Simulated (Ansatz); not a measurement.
Ga3Co:
```xyz
16
Lattice="6.1672 0.0000 0.0000 0.0000 6.1672 0.0000 0.0000 0.0000 6.3625" Properties=species:S:1:pos:R:3 pbc="T T T"
Ga     3.0836     0.0000     0.0000
Ga     3.0836     0.0000     3.1812
Ga     0.0000     3.0836     3.1812
Ga     0.0000     3.0836     0.0000
Ga     4.0211     2.1460     4.7376
Ga     2.1460     4.0211     1.6249
Ga     0.9375     0.9375     1.5563
Ga     5.2296     5.2296     4.8061
Ga     2.1460     4.0211     4.7376
Ga     4.0211     2.1460     1.6249
Ga     5.2296     5.2296     1.5563
Ga     0.9375     0.9375     4.8061
Co     5.2184     0.9488     0.0000
Co     0.9488     5.2184     0.0000
Co     2.1348     2.1348     3.1812
Co     4.0324     4.0324     3.1812
```

Relaxed with PBEsol. Special points in fractions of this cell's reciprocal vectors: Γ (0.000, 0.000, 0.000); X (0.000, 0.500, 0.000); M (0.500, 0.500, 0.000); Z (0.000, 0.000, 0.500); R (0.000, 0.500, 0.500); A (0.500, 0.500, 0.500).

### Question
List the band energies nearest the Fermi level at these points for DFT-PBEsol in the program Ansatz with PAW potentials.

### Answer
In eV from the Fermi level; about four levels below and three above (degenerate sets whole), none deeper than 8.9 eV; points with the same levels are listed once.

```
k                    below                above
-  -----------------------  -------------------
Γ  -0.32 -0.23 -0.23 -0.21  0.80 1.13 1.74 1.74
X  -1.29 -1.29 -0.33 -0.33  0.23 0.23 0.51 0.51
M  -1.06 -1.06 -0.29 -0.29  0.72 0.72 1.78 1.78
Z  -1.37 -1.37 -0.41 -0.41  0.39 0.39 0.39 0.39
R  -1.11 -1.11 -0.24 -0.24  0.31 0.31 0.98 0.98
A  -1.15 -1.15 -0.80 -0.80  0.29 0.29 0.73 0.73
```

Space group P4_2/mnm. The first step of the workflow began from a Materials Project structure, measured or hypothetical; the Crystallography Open Database files this formula in space group No. 136, but the cells were not matched. Its standing as an ambient phase is unchecked. The PBEsol relaxation kept the symmetry of its start; its stability against distortions is not shown here. No spin polarisation was allowed. Scalar-relativistic: spin–orbit coupling is off unless named, which matters more the heavier the elements.

Potentials: the later of the program's two PAW sets.
